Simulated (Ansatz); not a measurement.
Ba₂PdO₃:
```yaml
crystal:
  lattice:
    - [-1.92391, 2.05067, 6.65580]
    - [1.92391, -2.05067, 6.65580]
    - [1.92391, 2.05067, -6.65580]
  atoms:
    - { symbol: Ba, position: [0.64539, 0.64539, 0.00000] }
    - { symbol: Ba, position: [0.35461, 0.35461, 0.00000] }
    - { symbol: Pd, position: [0.00000, 0.00000, 0.00000] }
    - { symbol: O, position: [0.84540, 0.84540, 0.00000] }
    - { symbol: O, position: [0.15460, 0.15460, 0.00000] }
    - { symbol: O, position: [0.50000, 0.00000, 0.50000] }
```

Relaxed with r²SCAN. Special points in fractions of this cell's reciprocal vectors: Γ (0.000, 0.000, 0.000); X (0.500, 0.500, -0.500); F2 (0.271, 0.729, -0.271); Σ0 (-0.271, 0.271, 0.271); Y0 (0.274, -0.274, 0.274); U0 (0.726, 0.274, -0.274); R (0.000, 0.500, 0.000); W (0.250, 0.250, 0.250); S (0.500, 0.000, 0.000); T (0.000, 0.000, 0.500).

### Question
List the band energies nearest the valence-band maximum at these points for the program Ansatz at the r²SCAN level (PAW).

### Answer
In eV from the valence-band maximum; about four levels below and three above (degenerate sets whole), none deeper than 8.9 eV; points with the same levels are listed once.

| k | below | above |
|---|---|---|
| Γ | -1.76 -1.54 -0.82 -0.62 | 0.45 2.99 3.13 |
| X | -1.64 -1.55 -0.70 -0.52 | 0.29 2.70 4.25 |
| F2 | -1.74 -1.63 -1.12 -0.96 | 0.62 3.87 5.14 |
| Y0 | -1.54 -0.79 -0.56 -0.36 | 2.85 4.76 5.21 |
| R | -1.62 -1.55 -1.13 -1.00 | 0.64 3.81 5.30 |
| W | -1.13 -0.70 -0.32 0.00 | 1.83 3.02 4.04 |
| S | -1.54 -0.80 -0.54 -0.31 | 2.98 4.94 4.99 |
| T | -1.14 -0.66 -0.35 0.00 | 1.74 3.01 4.53 |

Space group Immm. The first step of the workflow began from a Materials Project structure, measured or hypothetical; the Crystallography Open Database files this formula in space group No. 71, but the cells were not matched. Whether it is the stable phase at ambient conditions was not checked. Symmetry was held in the r²SCAN relaxation; whether a distortion lowers the energy is not shown. The run is not spin-polarised. Spin–orbit coupling is left out wherever it is not named.

Potentials: the later of the program's two PAW sets.
